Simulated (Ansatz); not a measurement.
Q: GaPd₃C (anti-perovskite, space group No. 221) is relaxed with plane-wave PAW r²SCAN (Ansatz code). What lattice parameters of the conventional cell result?

A: a = 4.115 Å.

Q: Is it a metal or does it have a gap at this level?

A: No gap at this level.

Space group Pm-3m (anti-perovskite). The start of the workflow was typed in or built on a structure type; neither database checked (COD, Materials Project) lists it. Its standing as an ambient phase is unchecked. Symmetry was held in the r²SCAN relaxation; its stability against distortions is not shown here. The run is not spin-polarised. Spin–orbit coupling is left out wherever it is not named.

Potentials: the earlier of the program's two PAW sets. The files were generated under PBE; for other functionals the program regenerates the frozen cores, and for LDA and PBEsol the local potential too.
